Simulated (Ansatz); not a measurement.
## Ge: pressure against volume, fitted

```
CELL_PARAMETERS angstrom
0.00000 2.82877 2.82877
2.82877 0.00000 2.82877
2.82877 2.82877 0.00000
ATOMIC_POSITIONS crystal
Ge 0.50000 0.50000 0.50000
Ge 0.75000 0.75000 0.75000
```

Atoms are numbered in the order listed.

The conventional cell has a = 5.658 Å, b = 5.658 Å, c = 5.658 Å, α = 90.00°, β = 90.00°, γ = 90.00°. Ge (atom 1) is surrounded by 4 Ge at 2.45 Å.

The structure is an experimental refinement, used without relaxation.

Method: Ansatz 0.2.0, DFT, PBEsol, all-electron LAPW, scalar-relativistic.

The runs use a Γ-centred 11×11×11 k mesh, Fermi–Dirac smearing of 0.05 eV, basis error target 0.5 meV/atom, no spin polarisation.

The cell is scaled evenly. Fractional coordinates are held (clamped ions).

| V (Å³/atom) | P (GPa) |
| --- | --- |
| 21.278 | 5.69 |
| 22.183 | 2.13 |
| 22.409 | 1.37 |
| 22.636 | 0.66 |
| 22.862 | -0.02 |
| 23.088 | -0.66 |
| 23.541 | -1.84 |
| 23.994 | -2.90 |

**Question.** Fit a third-order Birch–Murnaghan curve to the pressures.

**Answer.** P = (3B0/2)(y^(7/2) − y^(5/2))[1 + (3/4)(B0′ − 4)(y − 1)] with y = (V0/V)^(2/3) fits within 0.01 GPa for V0 = 22.853 Å³/atom, B0 = 66.9 GPa and B0′ = 4.86.

**Question.** Predict the pressure at the withheld volume, 21.730 Å³/atom.

**Answer.** There y = 1.0342, so the fit gives 3.81 GPa; the run gave 3.81 GPa.
